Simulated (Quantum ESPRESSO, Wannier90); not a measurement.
**RbPbF₃ (cubic perovskite), plane waves to Wannier functions**

```xyz
5
Lattice="4.8617 0.0000 0.0000 0.0000 4.8617 0.0000 0.0000 0.0000 4.8617" Properties=species:S:1:pos:R:3 pbc="T T T"
Rb     0.0000     0.0000     0.0000
Pb     2.4309     2.4309     2.4309
F      0.0000     2.4309     2.4309
F      2.4309     0.0000     2.4309
F      2.4309     2.4309     0.0000
```

Cell from Materials Project (mp-21043), symmetrised, no further relaxation. Not found in the COD (Crystallography Open Database) copy used; not checked further. Method: PBEsol plane waves in Quantum ESPRESSO 7.5 (PseudoDojo norm-conserving files, 68 Ry, no spin polarisation, no spin-orbit coupling), Bloch states on a 6×6×6 mesh through Γ, Wannier90 4.0.1. Density: 6×6×6 mesh, cold smearing 0.01 Ry. Spin-orbit coupling is left out although heavy elements are present.

Bands 2-4,13-22 form an isolated set from -22.08 to 0.00 eV relative to the valence-band maximum (on the path) and are turned into 13 Wannier functions by minimising the spread from the start: s functions at random places. Bands 5–9 (Pb 5d 99 %), 10–12 (Rb 4p 99 %) lie between the kept ones and are excluded.

Task: Where do the functions sit, how wide are they and what are they made of?

Result: 
| functions | spread (Å²) | nearest atom, distance (Å) | second atom, distance (Å) | weight on atomic waves |
|---|---|---|---|---|
| 1 | 0.56 | F 0.29 | Pb 2.42 | F 2p 72 %, F 2s 24 % |
| 1 | 0.65 | F 0.28 | Pb 2.27 | F 2p 70 %, F 2s 24 %, Pb 6p 4 % |
| 1 | 0.71 | F 0.28 | Pb 2.21 | F 2p 69 %, F 2s 23 %, Pb 6p 6 % |
| 3 | 0.57 | F 0.29 | Pb 2.39 | F 2p 72 %, F 2s 24 % |
| 1 | 1.91 | Pb 0.00 | F 2.43 | Pb 6s 93 % |
| 1 | 0.77 | F 0.27 | Pb 2.18 | F 2p 69 %, F 2s 22 %, Pb 6p 7 % |
| 2 | 0.58 | F 0.28 | Pb 2.37 | F 2p 72 %, F 2s 24 % |
| 1 | 0.79 | F 0.27 | Pb 2.16 | F 2p 68 %, F 2s 22 %, Pb 6p 8 % |
| 1 | 0.61 | F 0.28 | Pb 2.31 | F 2p 70 %, F 2s 24 % |
| 1 | 0.69 | F 0.28 | Pb 2.24 | F 2p 70 %, F 2s 23 %, Pb 6p 5 % |

Ω_I = 8.41 Å², Ω_total = 9.54 Å²; the interpolated bands follow pw.x to 0.9 meV rms on the path. It is the lowest total spread that any start reached here.
